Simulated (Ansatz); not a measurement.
# Elastic constants of CdSe (F-43m) under pressure

```
Cd Se
1.0
     0.00000    3.06678    3.06678
     3.06678    0.00000    3.06678
     3.06678    3.06678    0.00000
Cd Se
1 1
Direct
  0.00000 0.00000 0.00000
  0.75000 0.75000 0.75000
```

This is the zero-pressure cell. At each pressure cell and atoms are relaxed in this structure, and the constants are slopes of the stress at strains of ±0.005 with relaxed ions (the coefficients that govern stability under load). Level: r²SCAN, PAW on Ansatz 0.2.0's default frozen-core files (fitted under PBE), scalar-relativistic; k mesh 8×8×8, strains of ±0.005, fixed occupations, cutoff 500 eV. P is the pressure of the relaxed cell, less that of this one.

```csv
P (GPa),V/V₀,C11 (GPa),C12 (GPa),C44 (GPa)
0.00,1.0000,63.0,45.9,22.5
0.98,0.9819,66.7,50.7,22.0
1.99,0.9650,70.5,55.5,21.3
3.97,?,?,?,?
7.00,0.8990,87.9,78.6,16.7
9.98,0.8690,97.6,91.8,13.3
15.00,0.8278,113.4,113.7,7.0
```

Question: Does the bulk modulus from the constants agree with the pressure-volume curve?

Answer: A third-order Birch-Murnaghan fit to the volumes shown (F against f, f = [(V₀/V)^(2/3) − 1]/2) gives B₀ = 51.6 GPa and B′ = 4.5. Its −V dP/dV stands beside (C11 + 2C12)/3:

```csv
P (GPa),from P(V),from the constants
0.00,51.6,51.6
0.98,56.0,56.0
1.99,60.5,60.5
7.00,81.7,81.7
9.98,93.8,93.8
15.00,113.8,113.6
```

Question: What are the pressure derivatives at zero pressure?

Answer: Slopes at V₀ of quadratic fits in −ln(V/V₀) through the first four rows shown, divided by B₀: dC11/dP = 3.8, dC12/dP = 4.9, dC44/dP = -0.4. The mean slopes up to 2.0 GPa are 3.8, 4.8, -0.6; curvature and scatter of the constants part the two. The combination (dC11/dP + 2 dC12/dP)/3 = 4.5 stands against B′.

Question: Fill the row at 3.97 GPa.

Answer: Cubic fits in −ln(V/V₀) through all rows shown give C11 = 77.5, C12 = 64.8, C44 = 19.7 GPa. Computed: V/V₀ = 0.9360, C11 (GPa) = 77.5, C12 (GPa) = 64.8, C44 (GPa) = 19.7.

Question: Does a shear stiffness soften?

Answer: C44 goes from 22.5 to 7.0 GPa; (C11 − C12)/2 goes from 8.5 to -0.2 GPa. The lattice turns mechanically unstable between 10.0 and 15.0 GPa, where the matrix gains a negative eigenvalue.

Keep in mind: this zinc-blende form is metastable at ambient conditions; no other phase was computed; many crystals of this kind change structure within this range, and rows or crossings beyond such a change describe a metastable lattice; frozen-core PAW files fitted under PBE, their cores solved anew for the functional of the run; constants at zero field, no piezoelectric stiffening; phonons weren't checked at these pressures.
